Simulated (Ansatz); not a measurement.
Be2CdO6: reading a single point

```xyz
9
Lattice="1.7408 3.0152 0.0000 -1.7408 3.0152 0.0000 0.0000 0.0000 8.5213" Properties=species:S:1:pos:R:3 pbc="T T T"
O     0.0002    4.0202    5.6241
O    -0.0002    2.0103    2.8973
O     0.0002    4.0202    8.0101
O    -0.0002    2.0103    0.5113
Be    0.0002    4.0202    3.0421
Be   -0.0002    2.0103    5.4792
O     0.0000    0.0000    1.7895
O     0.0000    0.0000    6.7319
Cd    0.0000    0.0000    0.0000
```

Level: PBE, no spin polarisation; 420 eV; 11×11×4 Γ-centred mesh; fermi-dirac occupations (width 0.1 eV); Ansatz 0.2.0, fixed geometry.

**Stress.** The pressure is 18.6 GPa (compression positive), so with the atoms held at these fractions the cell would first expand; the forces are large, so a full relaxation may end otherwise. The principal stresses 6.6, 6.6, 42.7 GPa differ, so its shape would change too.
**Forces.** The largest is on O7 (and as large on other atoms): 5.39 eV/Å, components (0.00, 0.00, 5.39). It makes 180° with the line to a nearest neighbour, Cd9 at 1.79 Å, pointing away from it.
**Formation energy.** 0.64 eV an atom against the elements' usual phases (free molecules for gases, crystals otherwise, with no correction for O₂ or N₂), so at this geometry it isn't bound against them. Relaxing would lower it.
**Electronic structure.** It is a metal, with about 13 states/eV a cell as the mean within 0.25 eV of the Fermi level, mostly O p (94 %).

Origin: a known structure type with other elements, at an estimated volume, so it need not be a known compound. Caveats: many states at the Fermi level without spin polarisation, so a magnetic state may lie lower; atoms or cell far from equilibrium.
